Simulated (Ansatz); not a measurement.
TiTe₂:
```
TiTe2
1.0
    3.77080     0.00000     0.00000
   -1.88540     3.26561     0.00000
    0.00000     0.00000     6.88951
Ti Te
1 2
Direct
  0.00000   0.00000   0.00000
  0.66667   0.33333   0.74901
  0.33333   0.66667   0.25099
```

Relaxed with PBE. Special points in fractions of this cell's reciprocal vectors: Γ (0.000, 0.000, 0.000); M (0.500, 0.000, 0.000); K (0.333, 0.333, 0.000); A (0.000, 0.000, 0.500); L (0.500, 0.000, 0.500); H (0.333, 0.333, 0.500).

Task: List the band energies nearest the Fermi level at these points for the program Ansatz at the PBE level (PAW).

Result: In eV from the Fermi level; about four levels below and three above (degenerate sets whole), none deeper than 8.9 eV; points with the same levels are listed once.

```
k                          below           above
-  -----------------------------  --------------
Γ         -4.93 -1.57 -1.57 0.00  0.31 0.39 0.39
M        -2.35 -1.75 -0.91 -0.02  1.14 1.47 2.46
K  -3.59 -3.59 -2.50 -2.22 -2.22  1.00 1.34 1.34
A        -3.58 -2.45 -1.54 -1.54  0.39 0.39 0.87
L        -1.89 -1.24 -0.62 -0.26  1.14 1.46 2.73
H        -3.74 -3.00 -1.81 -1.81  1.01 1.02 1.02
```

Space group P-3m1 (CdI2 type). The cell was relaxed with PBE under the symmetry of its start. The run is not spin-polarised. A crystal of weakly bound layers computed without a dispersion correction: the cell and the soft elastic constants depend strongly on that. Scalar-relativistic: spin–orbit coupling is off unless named, which matters more the heavier the elements.

Potentials: the earlier of the program's two PAW sets.
